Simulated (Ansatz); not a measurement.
**Eigenvalues along a path: Ir (fcc type)**

```
Ir
1.0
     0.00000    1.86703    1.86703
     1.86703    0.00000    1.86703
     1.86703    1.86703    0.00000
Ir
1
Direct
  0.00000 0.00000 0.00000
```

The cell comes from a relaxation on PAW files under the same functional.

Level of theory: DFT with LDA, scalar-relativistic, in Ansatz 0.2.0; a Γ-centred 19×19×19 k mesh, Fermi–Dirac smearing of 0.08 eV, no spin polarisation. LAPW: all electrons, basis error target 1 meV/atom.

This run: volume at 0.94 of the series' base cell.

Spin–orbit coupling is left out, which matters for the heavy atoms.

Path points, in fractions of the reciprocal vectors: Γ (0.000, 0.000, 0.000), X (0.500, 0.000, 0.500), U (0.625, 0.250, 0.625), K (0.375, 0.375, 0.750), L (0.500, 0.500, 0.500), W (0.500, 0.250, 0.750). The distance column jumps between branches of the path. Levels in eV from the Fermi level; bands 17 to 23, counted from the lowest band of the run. The gap is zero, the pressure 29.2 GPa.

```
# k(1/Å) point b17 b18 b19 b20 b21 b22 b23
0.000 Γ -12.03 -4.41 -4.41 -4.41 -1.31 -1.31 13.38
0.210 - -11.77 -4.62 -4.26 -4.26 -1.56 -1.24 13.84
0.421 - -11.04 -5.17 -3.82 -3.82 -2.20 -1.01 15.15
0.631 - -9.95 -5.90 -3.11 -3.11 -2.99 -0.66 17.09
0.841 - -8.85 -6.66 -3.44 -2.14 -2.14 -0.22 18.05
1.052 - -8.34 -7.33 -2.85 -0.99 -0.99 0.25 16.58
1.262 - -8.50 -7.86 -1.17 0.25 0.25 0.67 14.30
1.472 - -8.79 -8.18 0.77 0.97 1.31 1.31 12.54
1.683 X -8.91 -8.30 1.08 1.74 1.76 1.76 11.70
1.757 - -8.88 -8.27 1.01 1.03 1.74 2.51 11.22
1.831 - -8.81 -8.20 0.30 0.88 1.69 3.30 10.60
1.906 - -8.70 -8.08 -0.38 0.66 1.60 4.12 9.93
1.980 - -8.56 -7.90 -1.02 0.37 1.49 4.95 9.24
2.054 - -8.40 -7.66 -1.63 0.05 1.34 5.80 8.54
2.129 - -8.23 -7.37 -2.20 -0.30 1.16 6.67 7.86
2.203 - -8.05 -7.05 -2.73 -0.65 0.95 7.21 7.55
2.278 U -7.85 -6.72 -3.22 -1.00 0.73 6.62 8.44
3.308 K -7.85 -6.72 -3.22 -1.00 0.73 6.62 8.44
3.531 - -7.22 -5.86 -4.45 -1.92 -0.07 5.22 11.16
3.754 - -6.79 -5.46 -5.27 -2.55 -0.97 4.19 11.58
3.977 - -7.25 -5.69 -4.96 -2.83 -1.87 2.76 12.75
4.200 - -8.43 -5.73 -4.29 -2.77 -2.71 1.01 14.30
4.423 - -9.76 -5.46 -3.87 -3.42 -2.42 -0.43 15.40
4.647 - -10.93 -5.01 -3.96 -3.93 -1.93 -1.16 15.25
4.870 - -11.74 -4.59 -4.30 -4.25 -1.49 -1.31 13.90
5.093 Γ -12.03 -4.41 -4.41 -4.41 -1.31 -1.31 13.38
5.275 - -11.84 -4.52 -4.33 -4.33 -1.37 -1.37 13.73
5.457 - -11.29 -4.78 -4.11 -4.11 -1.49 -1.49 14.64
5.639 - -10.49 -5.02 -3.92 -3.92 -1.48 -1.48 14.99
5.821 - -9.68 -4.95 -3.91 -3.91 -1.14 -1.14 13.62
6.004 - -9.15 -4.26 -4.09 -4.09 -0.49 -0.49 12.17
6.186 - -8.99 -4.31 -4.31 -2.97 0.26 0.26 10.56
6.368 - -9.00 -4.47 -4.47 -1.58 0.86 0.86 8.93
6.550 L -9.02 -4.53 -4.53 -0.91 1.09 1.09 8.16
6.699 - -8.90 -4.65 -4.43 -1.46 1.06 1.73 8.08
6.847 - -8.55 -4.99 -4.11 -2.38 0.97 2.93 7.86
6.996 - -8.02 -5.45 -3.60 -3.26 0.83 4.27 7.57
7.145 - -7.39 -5.95 -4.03 -2.94 0.69 5.64 7.32
7.294 - -6.73 -6.40 -4.65 -2.31 0.69 6.99 7.21
7.442 - -6.76 -6.12 -5.10 -1.99 1.01 7.38 8.25
7.591 - -6.99 -5.65 -5.38 -2.02 1.52 8.00 9.25
7.740 W -7.07 -5.48 -5.48 -2.07 1.76 8.87 9.67
7.845 - -7.17 -6.12 -4.76 -1.92 1.76 8.89 8.90
7.950 - -7.45 -6.68 -3.99 -1.51 1.76 8.01 9.01
8.055 - -7.80 -7.17 -3.15 -0.94 1.76 7.05 9.19
8.160 - -8.16 -7.57 -2.26 -0.33 1.76 6.03 9.48
8.266 - -8.47 -7.88 -1.31 0.23 1.76 4.97 9.88
8.371 - -8.71 -8.11 -0.33 0.68 1.76 3.90 10.41
8.476 - -8.86 -8.25 0.70 0.98 1.76 2.82 11.06
8.581 X -8.91 -8.30 1.08 1.74 1.76 1.76 11.70
```
